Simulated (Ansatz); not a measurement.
Level of theory: DFT PBE, scalar-relativistic, plane waves, PAW in Ansatz. Settings: cutoff 420 eV, Γ-centred meshes spaced at most about 0.3 Å⁻¹, and about 0.25 Å⁻¹ or finer for metals (2π included), Gaussian smearing. No spin polarisation in the final relaxations.

All energies are static (0 K, no zero-point motion). All come from trial cells, and lower structures may exist.

Task: Order these relaxed structures of Rb₄O by energy, lowest first, with the energy over the lowest of them.
A.

Space group I4/mmm (No. 139). a = 11.582 Å, b = 11.582 Å, c = 5.075 Å, α = 90.00°, β = 90.00°, γ = 90.00°
```
atom  site  symmetry       x       y       z
  Rb    8j      m2m. 0.2765  0.5000  0.0000
   O    2b     4/mmm  0.0000  0.0000  0.5000
```

B.

Space group I-43m (No. 217). a = 8.804 Å, b = 8.804 Å, c = 8.804 Å, α = 90.00°, β = 90.00°, γ = 90.00°
```json
{"atom": "Rb", "site": "8c", "symmetry": ".3m", "x": "0.3325", "y": "0.6675", "z": "0.3325"}
{"atom": "O", "site": "2a", "symmetry": "-43m", "x": "0.0000", "y": "0.0000", "z": "0.0000"}
```

C.

Space group I4/mmm (No. 139). a = 11.512 Å, b = 11.512 Å, c = 3.812 Å, α = 90.00°, β = 90.00°, γ = 90.00°
```csv
atom,site,symmetry,x,y,z
Rb,8j,m2m.,0.7043,0.5000,0.0000
O,2a,4/mmm,0.0000,0.0000,0.0000
```

D.

Space group Pm-3m (No. 221). a = 6.171 Å, b = 6.171 Å, c = 6.171 Å, α = 90.00°, β = 90.00°, γ = 90.00°
| atom | site | symmetry | x | y | z |
| --- | --- | --- | --- | --- | --- |
| Rb | 3c | 4/mm.m | 0.0000 | 0.5000 | 0.5000 |
| Rb | 1a | m-3m | 0.0000 | 0.0000 | 0.0000 |
| O | 1b | m-3m | 0.5000 | 0.5000 | 0.5000 |

Result: B (0 meV/atom), A (100 meV/atom), C (119 meV/atom), D (165 meV/atom). Forms: B I-43m; A I4/mmm; C I4/mmm; D Pm-3m. Counting Rb atoms around O (those within 1.25 times the shortest such distance or 1.15 times the sum of covalent radii): B has O 4; A has O 4; C has O 8; D has O 6.

Cells relaxed within their symmetry can be saddle points. Some candidate types were left out of the draw beforehand, so a known form may be missing.
